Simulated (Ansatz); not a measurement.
**Structure optimisation: boron, dhcp**

Computed with DFT, LDA (PW92), plane waves (420 eV) with PAW, scalar-relativistic in Ansatz. The PAW files were generated under PBE, with cores re-solved for the functional.

k-point mesh 17×17×5, Fermi-Dirac smearing 0.1 eV, no spin polarisation. Cell and atoms relax.

Starting structure:

```
CELL_PARAMETERS angstrom
2.10059 0.00000 0.00000
-1.05030 1.81917 0.00000
0.00000 0.00000 6.86053
ATOMIC_POSITIONS crystal
B 0.00000 0.00000 0.00000
B 0.00000 0.00000 0.50000
B 0.33333 0.66667 0.25000
B 0.66667 0.33333 0.75000
```

Problem. What cell does the relaxation end in?

Solution. P6_3/mmc with a = 1.696 Å, c = 13.872 Å (c/a = 8.178); 8.64 Å³ per atom against 6.55 at the start (31.8 %).

The cell has left the dhcp structure type; it ends in P6_3/mmc.

Problem. How much energy does the relaxation gain?

Solution. 798.7 meV per atom.

Path of the relaxation (the plane waves are chosen anew near the end, which can shift the energy a little):

```csv
step,E − E(final) (meV/atom),V (Å³/atom),P (GPa),max force (eV/Å)
0,798.68,6.554,-28.76,0.000
1,731.11,6.098,-14.68,0.000
2,696.83,5.618,7.70,0.000
3,672.54,5.460,18.80,0.000
4,621.34,5.534,17.64,0.000
5,573.08,5.728,9.65,0.000
6,532.36,5.842,7.62,0.000
7,497.83,5.979,5.45,0.000
8,467.52,6.069,6.36,0.000
9,445.59,6.288,0.29,0.000
10,419.36,6.417,-1.91,0.000
11,369.63,6.226,11.52,0.000
12,323.12,6.280,13.74,0.000
13,289.69,6.481,8.49,0.000
14,270.41,6.683,3.81,0.000
15,267.11,6.846,-0.51,0.000
16,267.06,6.828,0.20,0.000
17,267.06,6.832,0.00,0.000
18,109.75,6.832,8.64,0.000
19,75.46,7.043,5.95,0.000
20,50.20,7.218,5.50,0.000
21,32.23,7.428,4.04,0.000
22,21.80,7.649,2.30,0.000
23,16.72,7.879,0.54,0.000
24,15.84,8.076,0.20,0.000
```
